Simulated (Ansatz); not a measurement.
Ga (α-Ga), relaxed and computed with several functionals in Ansatz (plane waves, PAW). Much of their spread follows the volume that each gives.

```
functional  V (Å³/atom)  B₀ by P(V) fit (GPa)
----------  -----------  --------------------
r²SCAN            19.21                     ?
PBE               20.32                  48.1
LDA               18.37                  65.9
PBEsol            19.07                  59.8
```

Q: Fit a straight line to ln B₀ against ln V and predict the withheld value.

A: Least squares on the 3 shown rows: ln B₀ = -3.15 × ln V + (13.365), with a scatter of 1 %. For r²SCAN this gives 57.7. The run itself gave 62.5, outside the scatter: the line misses something about this case.

All cells were relaxed under the symmetry of their starts (and spin orders); stability against distortions was not tested throughout. Scalar-relativistic: spin–orbit coupling is off unless named, which matters more the heavier the elements.

Potentials: the later of the program's two PAW sets.

Ansatz (a quantum-chemistry and plane-wave program) is a plane-wave DFT program.
